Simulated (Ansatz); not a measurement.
SiB6 in space group R-3m (No. 166; B on 18h, B on 18h, Si on 6c) at seven volumes, plane-wave PAW r²SCAN (Ansatz code), shape and atoms relaxed at each. One row is withheld.

```tsv
V (Å³/atom)	P (GPa)
8.412	?
8.689	12.71
8.966	5.92
9.244	0.00
9.521	-5.14
9.798	-9.60
10.076	-13.48
```

### Question
Fit the shown pressures and predict the withheld one.

### Answer
P = (3/2)B₀(x^(7/2) − x^(5/2))[1 + (3/4)(B′ − 4)(x − 1)] with x = (V₀/V)^(2/3). Least squares on the six rows gives V₀ = 9.244 Å³/atom, B₀ = 183 GPa, B′ = 3.68. At V = 8.412, x = 1.0649 and P = 20.52 GPa. The run itself gave 20.53 GPa.

The start of the workflow was typed in or built on a structure type; neither database checked (COD, Materials Project) lists it. COD files the formula under space group No. 221, so this cell is another polymorph or a model. Its standing as an ambient phase is unchecked. The r²SCAN relaxation kept the symmetry of its start; whether a distortion lowers the energy is not shown. The volume moved by 18 % from the start of the relaxation.

Potentials: the earlier of the program's two PAW sets.
